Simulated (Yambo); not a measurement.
Yambo run on KNH2 (space group P2_1/m, No. 11). The wavefunctions are norm-conserving PBEsol (Quantum ESPRESSO, 84 Ry, no spin-orbit coupling) ones on a 4×4×2 mesh (16 occupied bands); a = 4.548 Å, b = 3.739 Å, c = 6.186 Å, α = γ = 90.00°, β = 95.31°.

Yambo input:

```
rim_cut
HF_and_locXC
RandQpts= 1000000
RandGvec= 1 Ry
EXXRLvcs= 84 Ry
VXCRLvcs= 336 Ry
% QPkrange
 1 | 1 | 16 | 17 |
 2 | 2 | 16 | 17 |
 6 | 6 | 16 | 17 |
 13 | 13 | 16 | 17 |
 14 | 14 | 16 | 17 |
 17 | 17 | 16 | 17 |
 18 | 18 | 16 | 17 |
%
```

k points by index: 1 = Γ, 2 = (0, 0, -0.5), 6 = (0, -0.5, -0.5), 13 = (-0.5, 0, 0), 14 = (-0.5, 0, -0.5), 17 = (-0.5, -0.5, 0), 18 = (-0.5, -0.5, -0.5).

The o-*.hf file then holds:

```
#    K-point    Band    Eo [eV]    Ehf [eV]    Vxc [eV]    Vnlxc [eV]
#
    1    16    0.000000    -4.297791    -15.44070    -19.73849
    1    17    2.082473    6.152955    -8.795326    -4.724844
    2    16    -0.001500    -4.354146    -15.47063    -19.82327
    2    17    3.162769    7.538201    -10.05478    -5.679345
    6    16    -0.413890    -4.844371    -14.67606    -19.10654
    6    17    4.879790    9.396815    -9.076007    -4.558982
    13    16    -0.843610    -5.259944    -13.72382    -18.14016
    13    17    4.038913    8.742590    -10.79720    -6.093522
    14    16    -0.635106    -5.092505    -14.40963    -18.86703
    14    17    4.207475    8.907672    -10.22505    -5.524849
    17    16    -0.282327    -4.711758    -14.83868    -19.26811
    17    17    4.328064    8.870089    -8.772360    -4.230335
    18    16    -0.321142    -4.733902    -14.73161    -19.14437
    18    17    5.499839    10.31654    -9.865983    -5.049279
```
Exchange alone, without screening.

Geometry of the Materials Project entry, not relaxed at this level.
